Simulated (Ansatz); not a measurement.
SrCd2 in space group Imma (No. 74; Sr on 4e, Cd on 8h), DFT-PBE in the program Ansatz with PAW potentials, all energies at zero smearing, with the estimated change up to a 700 eV cutoff added, with one set of potentials and settings (totals compare only within such a set). Cell of 6 atoms (2 Sr, 4 Cd): -40108.385 eV.

| element | reference phase | E (eV/atom) |
|---|---|---|
| Sr | C2/m, 3 atoms in the cell | -3544.2201 |
| Cd | P6_3/mmc, 2 atoms in the cell | -8254.4547 |

Formation energy per atom, worked out: (-40108.385 − 2×(-3544.2201) − 4×(-8254.4547))/6 = -0.354 eV/atom (-34 kJ per mol of atoms), at 0 K, without zero-point energy or fitted corrections.

The workflow started from a Materials Project entry (that database holds measured and hypothetical structures alike); the Crystallography Open Database files this formula in space group No. 74, but the cells were not matched. Its standing as an ambient phase is unchecked. Symmetry was held in the PBE relaxation; whether a distortion lowers the energy is not shown. The references are the lowest solids computed at this level, not always the standard phases.

Potentials: the later of the program's two PAW sets.
